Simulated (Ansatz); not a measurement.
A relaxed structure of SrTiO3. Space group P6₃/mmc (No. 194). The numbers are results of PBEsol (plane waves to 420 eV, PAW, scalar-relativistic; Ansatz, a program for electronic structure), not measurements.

```xyz
10
Lattice="5.4888 0.0000 0.0000 -2.7444 4.7534 0.0000 0.0000 0.0000 4.9997" Properties=species:S:1:pos:R:3 pbc="T T T"
Sr     0.0000     3.1689     3.7498
Sr     2.7444     1.5845     1.2499
Ti     0.0000     0.0000     0.0000
Ti     0.0000     0.0000     2.4999
O      0.0000     1.4999     1.2499
O      1.4454     4.0035     1.2499
O     -1.4454     4.0035     1.2499
O      2.7444     3.2535     3.7498
O      1.2990     0.7500     3.7498
O      4.1898     0.7500     3.7498
```

```json
{
  "volume_per_atom": "13.04 Å³",
  "density": "4.67 g/cm³",
  "band_gap": "1.54 eV, direct at Γ (no spin-orbit coupling)",
  "shortest_distances": "O–Ti 1.95 Å; Ti–Ti 2.50 Å; O–O 2.60 Å; O–Sr 2.75 Å",
  "k-mesh": "7×7×7"
}
```

Band energies at high-symmetry points (eV from the VBM; labels of this space group; no spin-orbit coupling), from −5 eV up to 5.4 eV:

```json
[
 {"point": "Γ", "energies": "-4.74 -3.86 -3.86 -3.84 -3.00 -3.00 -2.76 -2.01 -2.01 -1.95 -1.95 -1.52 -1.52 -0.73 -0.57 -0.10 -0.10 0.00 1.54 2.92 2.92 3.60 3.60"},
 {"point": "M", "energies": "-4.63 -3.94 -3.73 -3.72 -2.93 -2.87 -2.70 -2.62 -2.21 -2.21 -1.94 -1.88 -1.79 -1.44 -1.32 -0.51 -0.43 -0.24 1.92 3.08 3.13 3.80 4.13"},
 {"point": "K", "energies": "-4.19 -4.19 -3.96 -3.84 -2.89 -2.89 -2.65 -2.65 -2.22 -2.22 -1.78 -1.78 -1.70 -1.64 -1.06 -1.06 -0.48 -0.41 2.04 3.12 3.12 3.99 3.99"},
 {"point": "A", "energies": "-3.51 -3.51 -3.14 -3.14 -3.14 -3.14 -2.80 -2.80 -2.80 -2.80 -2.70 -2.70 -0.38 -0.38 -0.14 -0.14 -0.14 -0.14 3.38 3.38 3.47 3.47 3.47 3.47"},
 {"point": "L", "energies": "-3.81 -3.81 -3.39 -3.39 -3.07 -3.07 -2.76 -2.76 -2.56 -2.56 -2.37 -2.37 -1.12 -1.12 -1.08 -1.08 -0.25 -0.25 3.39 3.39 3.55 3.55 3.69 3.69"},
 {"point": "H", "energies": "-3.77 -3.77 -3.39 -3.39 -3.09 -3.09 -2.73 -2.73 -2.70 -2.70 -2.36 -2.36 -1.11 -1.11 -0.75 -0.75 -0.75 -0.75 3.37 3.37 3.62 3.62 3.69 3.69"}
]
```

No spin polarisation in the result.

The run could not lose the symmetry of its start.

The first start was generated by placing the elements on the sites of a structure type. Materials Project lists a structure of SrTiO3 in the same space group, P6₃/mmc (No. 194); the sites were not compared with it, nor with measured phases. Known forms of SrTiO3 include space group No. 221.
